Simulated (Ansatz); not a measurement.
Relaxed CaO (rock salt):

```
CELL_PARAMETERS angstrom
      0.00000     4.79484     4.79484
      2.39742     2.39742     4.79484
      2.39742     2.39742     0.00000
ATOMIC_POSITIONS crystal
  Ca 0.00000 0.00000 0.00000
  Ca 0.50000 0.00000 0.00000
  O  0.00000 0.50000 0.50000
  O  0.50000 0.50000 0.50000
```

A phonon eigenvector at X = (0.5, 0.5, 0.0) is frozen into this cell: atom i moves by Q times the vector below, so Q is the largest atomic displacement, in Å. The cell is held. It is one choice among 2 degenerate patterns. (q is in reciprocal vectors of the primitive cell; the cell shown is doubled to hold the pattern.)

| atom | x | y | z |
|---|---|---|---|
| Ca1 | 0.000 | 0.244 | 0.000 |
| Ca2 | 0.000 | -0.244 | 0.000 |
| O3 | 0.000 | 1.000 | 0.000 |
| O4 | 0.000 | -1.000 | 0.000 |

Method: r2SCAN (plane waves to 500 eV, PAW, scalar-relativistic; Ansatz, an electronic-structure program). k mesh 12×12×12 (Γ-centred), Fermi-Dirac smearing 0.05 eV. E stands for the smeared free energy. CaO was relaxed with its symmetry unable to fall. ΔE is measured from the undisplaced structure.

| Q (Å) | ΔE (meV/cell) |
|---|---|
| -0.180 | 233.1 |
| -0.150 | 156.6 |
| -0.120 | 97.5 |
| -0.090 | withheld |
| -0.060 | 23.5 |
| -0.030 | 5.8 |
| 0.000 | 0.0 |
| 0.030 | 5.8 |
| 0.060 | 23.5 |
| 0.090 | withheld |
| 0.120 | 97.5 |
| 0.150 | 156.6 |
| 0.180 | 233.1 |

Task: Fit an even polynomial form (powers 2, 4) to the given rows and predict ΔE at Q = -0.090.

Result: Least squares on the 11 given rows: ΔE = (6432)·Q² + (23540)·Q⁴, in meV/cell with Q in Å; root-mean-square residual 0.02 meV/cell. At -0.090 the fit gives 53.6 meV/cell; the calculation gives 53.6 meV/cell, the same to the digits shown. The quadratic term alone would give 52.1 meV/cell.

(A displaced cell: forces are minus the slopes of the energy, force constants its curvatures, and phonons follow from these.)
